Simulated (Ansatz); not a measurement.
The start is a generated cell, TaN built in the CsCl structure type. A full variable-cell relaxation at zero pressure is run with r2SCAN (plane waves to 500 eV, PAW, scalar-relativistic; Ansatz, a program for electronic structure). First-step values are on the input's coarse k-mesh.

Ansatz input (later rounds restart from its end on a renewed k-mesh):
Ansatz 0.2 input:
```yaml
crystal:
  lattice:
    - [2.873218, 0, 0]
    - [0, 2.873218, 0]
    - [0, 0, 2.873218]
  atoms:
    - { symbol: Ta, position: [0, 0, 0] }
    - { symbol: N, position: [0.5, 0.5, 0.5] }
basis: { ecutwfc: 500, ecutrho_ratio: 4, xc_grid: 4, fft_grid_basis: typed }
kpoints: { mp_grid: { grid: [8, 8, 8] } }
hamiltonian:
  xc: r2scan
  dispersion: none
  pseudopotentials: { azcp: { folder: ./paw }, kind: paw }
scf: { occupations: { method: fermi_dirac, width: 0.05 } }
relax: { f_tol: 0.01, max_steps: 100, cell: { stress_tol: 0.02 } }
output: { forces: true, stress: true }
```

Question: How large is the pressure on the unrelaxed cell, and of which sign?

Answer: -35 GPa (negative: the cell is under tension).

Question: How does the volume change?

Answer: -13.8 %, from 11.86 to 10.23 Å³/atom.

Question: How do the shortest distances between atoms change?

Answer: The closest pairs of elements (up to four, under 3.6 Å), start → end: N–Ta 2.49 → 2.37 Å; N–N 2.87 → 2.73 Å; Ta–Ta 2.87 → 2.73 Å.

Question: What band gap does the relaxed structure have at this level?

Answer: No gap (metallic).

Question: Write out the relaxed structure.

Answer: 
```cif
data_NTa
_chemical_formula_sum 'Ta1 N1'
_space_group_name_H-M_alt 'Pm-3m'
_space_group_IT_number 221
_space_group_name_Hall '-P 4 2 3'
_cell_length_a 2.73463
_cell_length_b 2.73463
_cell_length_c 2.73463
_cell_angle_alpha 90.000
_cell_angle_beta 90.000
_cell_angle_gamma 90.000
loop_
_atom_site_label
_atom_site_type_symbol
_atom_site_symmetry_multiplicity
_atom_site_Wyckoff_symbol
_atom_site_fract_x
_atom_site_fract_y
_atom_site_fract_z
_atom_site_occupancy
Ta1 Ta 1 a 0.00000 0.00000 0.00000 1
N1 N 1 b 0.50000 0.50000 0.50000 1
```

The space group stays Pm-3m (No. 221) (the run could not lower it); the end is CsCl type, with 2 atoms in the primitive cell. Final values are on a 17×17×17 k-mesh of the relaxed cell. No spin polarisation in the result.

The run could not lose the symmetry of its start: the end is stationary, and may be a saddle point rather than a minimum.

All atoms sit on sites fixed by symmetry, so only the cell could relax.

The relaxed structure here is a generated cell of TaN: the first start was made by placing the elements on the sites of a structure type, and the end was not matched to a known phase here, so it may be hypothetical. Known forms of TaN include space group No. 225.
